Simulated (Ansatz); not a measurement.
**Gd2YSn7 with scf.max_iter changed**

Computed with the plane-wave PAW code Ansatz (scalar-relativistic, PAW set soft_2): PBEsol, collinear spin, 420 eV cutoff, k-mesh 4×4×2. These are the settings of the reference run.

Cell:

```
cell
1.0
     4.3542    0.0021    4.4354
     4.3548    0.0026   -4.4360
    -2.1702   13.0537   -0.0006
Gd Y Sn
4 2 14
Direct
  0.7509 0.2507 0.9999
  0.2507 0.7505 0.9999
  0.1561 0.1554 0.6226
  0.3452 0.3446 0.3772
  0.6571 0.6562 0.6225
  0.8440 0.8432 0.3772
  0.3559 0.8559 0.4226
  0.8566 0.3549 0.4226
  0.6446 0.1442 0.5771
  0.1451 0.6438 0.5771
  0.0478 0.0481 0.1915
  0.5469 0.5480 0.1912
  0.4535 0.4525 0.8083
  0.9522 0.9544 0.8086
  0.4502 0.9500 0.8052
  0.9514 0.4518 0.8051
  0.5504 0.0505 0.1945
  0.0497 0.5502 0.1947
  0.2508 0.2505 0.9998
  0.7507 0.7507 0.9998
```

The reference run of this cell is solved again as a single point with these keys changed:

| key | reference run | changed run |
| --- | --- | --- |
| scf.max_iter | not typed | 3 |

Question: How does the changed run end?

Answer: It doesn't converge (3 iterations).
